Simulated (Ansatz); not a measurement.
According to plane-wave PAW r²SCAN (Ansatz code), C in the tetragonal phase (P4_32_12; C on 4a, C on 8b) relaxes to a = 3.796 Å, c = 4.672 Å.

It is gapped at this level: 5.37 eV (indirect). The valence maximum lies on the M–Γ line, 40 % of the way from M and the conduction minimum at Γ. The screened hybrid HSE06 puts the gap at 6.26 eV. Electrons at the band edge weigh 0.40, 0.43, 0.43 mₑ (principal values). The hole mass is 0.42, 2.0, 2.7 mₑ (principal values).

The bulk modulus is 409 GPa. The relaxed-ion elastic constants in GPa are C11 = 1200, C12 = 51.3, C13 = 75.9, C33 = 924, C44 = 489, C66 = 542. The elastic constants imply a Debye temperature near 2190 K.

The start of the workflow was typed in or built on a structure type; neither database checked (COD, Materials Project) lists it. It is not the phase usual at ambient conditions (space group No. 194, 227). The cell was relaxed with r²SCAN under the symmetry of its start; its stability against distortions is not shown here.

Potentials: the later of the program's two PAW sets.
